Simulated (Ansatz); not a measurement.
Input and command of a plane-wave DFT calculation in Ansatz:

```yaml
crystal:
  lattice:
    - [4.4656195019, 0.0, 0.0]
    - [-2.232809751, 3.8673399323, 0.0]
    - [0.0, 0.0, 5.6147611183]
  atoms:
    - { symbol: Sc, position: [0.0, 0.0, 0.0] }
    - { symbol: Sc, position: [0.0, 0.0, 0.5] }
    - { symbol: Ga, position: [0.3333333333, 0.6666666667, 0.25] }
    - { symbol: Ga, position: [0.6666666667, 0.3333333333, 0.75] }
    - { symbol: Os, position: [0.3333333333, 0.6666666667, 0.75] }
    - { symbol: Os, position: [0.6666666667, 0.3333333333, 0.25] }
basis:
  ecutwfc: 420
kpoints:
  mp_grid: { grid: [12, 12, 8] }
hamiltonian:
  xc: pbe
scf:
  occupations: { method: gaussian, width: 0.1 }
output:
  forces: true
  stress: true
  eigenvalues: true
relax:
  adjacent_minimum: "off"
  f_tol: 0.01
  max_steps: 80
  cell: { stress_tol: 0.05 }
```

```bash
ansatz run input.yaml --threads 1 --pin off --max-ram 2560MiB --backend cpu --events-out ev --progress --plain --runs-dir out
```

Processor: Arm Neoverse V1, 1 thread, on a host shared with other jobs.

Problem. How long does it run, and how much memory does it take?

Solution. About 3.1 min on 1 thread of Arm Neoverse V1, on a shared host, peak memory 0.62 GiB. It solves 48 bands at 95 k points (the mesh reduced by symmetry) with about 1969 plane waves (on the last cell), in 37 SCF iterations over 6 ionic steps.
